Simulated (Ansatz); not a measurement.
**Trial structures of Si₂C₃: starts and ends**

Theory: DFT PBE, scalar-relativistic, plane waves, PAW in Ansatz. Settings: cutoff 420 eV, Γ-centred meshes spaced at most about 0.3 Å⁻¹, and about 0.25 Å⁻¹ or finer for metals (2π included), Gaussian smearing. No spin polarisation in the final relaxations.

Each guess was relaxed in cell and atoms at zero pressure, within the symmetry of its start. These are static total energies at zero pressure. Coordination counts C atoms around Si (those within 1.25 times the shortest such distance or 1.15 times the sum of covalent radii, 1.27 where that leaves under three; a plus sign parts nearer from farther groups; a slash parts the counts of unlike sites).

```csv
guess,made from,start group,V start (Å³/atom),end group,V end (Å³/atom),coordination at the end,gap on mesh (eV),E over the lowest end (meV/atom)
1,Mg2Sb3 type,P-3m1,15.8,P-3m1,8.8,Si 4,0,0
2,Co3Ge2 type,P-6m2,12.6,P-6m2,15.5,Si 3/6,0,233
3,Bi2Se3 type,R-3m,13.3,R-3m,10.4,Si 3+3,0,558
4,random cell,I4/mmm,16.7,?,?,?,?,?
```

Guess 4 as it starts:

```
CELL_PARAMETERS angstrom
-2.43774 2.43774 3.50411
2.43774 -2.43774 3.50411
2.43774 2.43774 -3.50411
ATOMIC_POSITIONS crystal
Si 0.50000 0.00000 0.50000
Si 0.00000 0.50000 0.50000
C 0.50000 0.50000 0.00000
C 0.77524 0.77524 0.00000
C 0.22476 0.22476 0.00000
```

Question: Fill in the missing row: what does this guess relax into, and where does it rank?

Answer: It ends in space group I4/mmm (No. 139), with a = 3.859 Å, c = 10.182 Å, 15.2 Å³/atom and no gap. It lies 0.59 eV/atom over the lowest end, above guess 3 and so the highest of the set. Counting C atoms around Si, this end has Si 6 and the lowest (guess 1) has Si 4. This end holds C–C pairs (shortest 1.45 Å); the lowest (guess 1) holds C–C nets (shortest 1.63 Å).

```cif
data_structure
_symmetry_space_group_name_H-M 'I4/mmm'
_symmetry_Int_Tables_number 139
_cell_length_a 3.8589
_cell_length_b 3.8589
_cell_length_c 10.1822
_cell_angle_alpha 90.000
_cell_angle_beta 90.000
_cell_angle_gamma 90.000
_cell_volume 151.63
loop_
_atom_site_label
_atom_site_type_symbol
_atom_site_symmetry_multiplicity
_atom_site_Wyckoff_symbol
_atom_site_fract_x
_atom_site_fract_y
_atom_site_fract_z
_atom_site_occupancy
Si1 Si 4 c 0.00000 0.50000 0.00000 1
C1 C 2 b 0.50000 0.50000 0.00000 1
C2 C 4 e 0.50000 0.50000 0.42894 1
```

Energies over the elements count from the elements' standard structures at the same level, with no fitted energy shifts.

Question: Is the lowest end bound against the elements?

Answer: No: its formation energy is +0.84 eV/atom. The separate elements lie lower, so it is unstable against them.

Weakly bound directions are ill-defined at this level, which has no dispersion term (P-6m2, R-3m, I4/mmm), and this can change margins and order among such cells. The reference form of C is held partly by dispersion forces, which this level lacks. Cells relaxed within their symmetry can be saddle points. A lower structure may well exist outside this small set. Some structure types and database cells were kept out of the candidates from the start, so a known form may be missing.
